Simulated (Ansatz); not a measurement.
BaCuSF:
```xyz
8
Lattice="4.0929 0.0000 0.0000 0.0000 4.0929 0.0000 0.0000 0.0000 9.0691" Properties=species:S:1:pos:R:3 pbc="T T T"
Ba     0.0000     2.0464     7.4452
Ba     2.0464     0.0000     1.6239
Cu     2.0464     2.0464     4.5346
Cu     0.0000     0.0000     4.5346
S      0.0000     2.0464     3.2355
S      2.0464     0.0000     5.8336
F      2.0464     2.0464     0.0000
F      0.0000     0.0000     0.0000
```

x, y and z are the axes in which the lattice vectors are written.

**Question.** Give the high-frequency dielectric tensor and the Born effective charge tensors of the independent atoms from DFPT, r²SCAN (plane waves, PAW; program Ansatz).

**Answer.** 
ε∞:
```
5.56  0.00  0.00
0.00  5.56  0.00
0.00  0.00  4.08
```
Z* of atom 1 (Ba), rows: field, columns: displacement, in e:
```
2.69  0.00  0.00
0.00  2.69  0.00
0.00  0.00  3.47
```
Z* of atom 3 (Cu), rows: field, columns: displacement, in e:
```
1.09  0.00  0.00
0.00  1.09  0.00
0.00  0.00  0.20
```
Z* of atom 5 (S), rows: field, columns: displacement, in e:
```
-2.42   0.00   0.00
 0.00  -2.42   0.00
 0.00   0.00  -1.34
```
Z* of atom 7 (F), rows: field, columns: displacement, in e:
```
-1.36   0.00   0.00
 0.00  -1.36   0.00
 0.00   0.00  -2.34
```

Static charges for comparison (Bader): Ba1 +1.57, Cu3 +0.44, S5 -1.16, F7 -0.85 e. Born charges measure polarisation by displacement and can exceed these by far.

Space group P4/nmm. The workflow started from a Materials Project entry (that database holds measured and hypothetical structures alike); the Crystallography Open Database copy checked does not list it. Whether it is the stable phase at ambient conditions was not checked. The r²SCAN relaxation kept the symmetry of its start; whether a distortion lowers the energy is not shown. No spin polarisation was allowed. No Hubbard U is applied. Spin–orbit coupling is left out wherever it is not named.

Potentials: the earlier of the program's two PAW sets. The files were generated under PBE; for other functionals the program regenerates the frozen cores, and for LDA and PBEsol the local potential too.
